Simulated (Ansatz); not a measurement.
## Property card for ZnRh

ZnRh:
```cif
data_RhZn
_chemical_formula_sum 'Zn1 Rh1'
_space_group_name_H-M_alt 'P 1'
_space_group_IT_number 1
_cell_length_a 2.97320
_cell_length_b 2.97320
_cell_length_c 2.97320
_cell_angle_alpha 90.000
_cell_angle_beta 90.000
_cell_angle_gamma 90.000
loop_
_space_group_symop_operation_xyz
  'x, y, z'
loop_
_atom_site_label
_atom_site_type_symbol
_atom_site_fract_x
_atom_site_fract_y
_atom_site_fract_z
_atom_site_occupancy
Zn1 Zn 0.50000 0.50000 0.50000 1
Rh1 Rh 0.00000 0.00000 0.00000 1
```

Space group Pm-3m (No. 221), CsCl type; conventional cell a = b = c = 2.9732 Å, α = β = γ = 90.00°.

Method: PBEsol in the plane-wave PAW code Ansatz. The cell and atoms are relaxed at this level. Other levels are named where they apply.

Cell and energy:

```yaml
volume_per_atom: 13.14 Å³
density: 10.63 g/cm³
Formation energy from the elements (no fitted shifts): -0.37 eV/atom
```

Electronic structure:

```yaml
electronic_character: metallic (no gap)
Density of states at the Fermi level: 0.54 states/eV per atom (mean over ±0.08 eV)
Gap with spin–orbit coupling: none (metallic)
```

Mechanics:

```yaml
Bulk modulus (Birch–Murnaghan fit): 200 GPa
Pressure derivative B′: 5.0
Elastic constants (relaxed ions, GPa): C11 = 262, C12 = 169, C44 = 120
mechanical_stability: stable (all eigenvalues of C positive)
hill_bulk_and_shear_moduli: 200 and 82.2 GPa
Young's modulus: 217 GPa
Poisson's ratio: 0.32
debye_temperature_from_the_elastic_constants: 393 K
```

Phonons:

```yaml
highest_zone_centre_frequency: 234 cm⁻¹
zone_centre_stability: no imaginary mode at Γ
```

The first step of the workflow began from a Materials Project structure, measured or hypothetical; the Crystallography Open Database copy checked does not list it. With Zn and Rh taken as one species the cell has the higher symmetry Im-3m, so it may be an ordered model of a mixed-site phase. Its standing as an ambient phase is unchecked. The cell was relaxed with PBEsol under the symmetry of its start. No spin polarisation was allowed. As this level gives no gap, shear constants depend on the k-mesh and smearing (Fermi–Dirac, 0.1 eV here). As this level gives no gap, phonon frequencies hold no LO–TO term and depend on the k-mesh and smearing (Fermi–Dirac, 0.1 eV here). The references are the lowest solids computed at this level, not always the standard phases. Spin–orbit coupling is left out wherever it is not named.

Potentials: the later of the program's two PAW sets.
